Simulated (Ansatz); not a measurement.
NaMgF3 (cubic perovskite, space group No. 221) under volume change, plane-wave PAW LDA (Ansatz code), scaled uniformly.

| V (Å³/atom) | E − E(relaxed) (meV/atom) | P (GPa) |
|---|---|---|
| 10.230 | ___ | ___ |
| 10.568 | 11.9 | 6.03 |
| 10.905 | 2.8 | 2.76 |
| 11.242 | 0.0 | -0.02 |
| 11.579 | 2.6 | -2.39 |
| 11.917 | ___ | ___ |
| 12.254 | 20.9 | -6.12 |

Problem. Fill in the missing entries.

Solution. 
- 11.917, E − E(relaxed) (meV/atom): 9.8
- 11.917, P (GPa): -4.41
- 10.230, E − E(relaxed) (meV/atom): 28.6
- 10.230, P (GPa): 9.88

Problem. What does a third-order Birch–Murnaghan fit give for V₀, B₀ and B′?

Solution. V₀ = 11.24 Å³/atom, B₀ = 85.5 GPa, B′ = 4.4.

Space group Pm-3m (cubic perovskite). The first step of the workflow began from a Materials Project structure, measured or hypothetical; the Crystallography Open Database copy checked does not list it. COD files the formula under space group No. 62, so this cell is another polymorph or a model. Its standing as an ambient phase is unchecked. The cell was relaxed with LDA under the symmetry of its start. At this level the phase is dynamically unstable (imaginary phonons).

Potentials: the later of the program's two PAW sets.
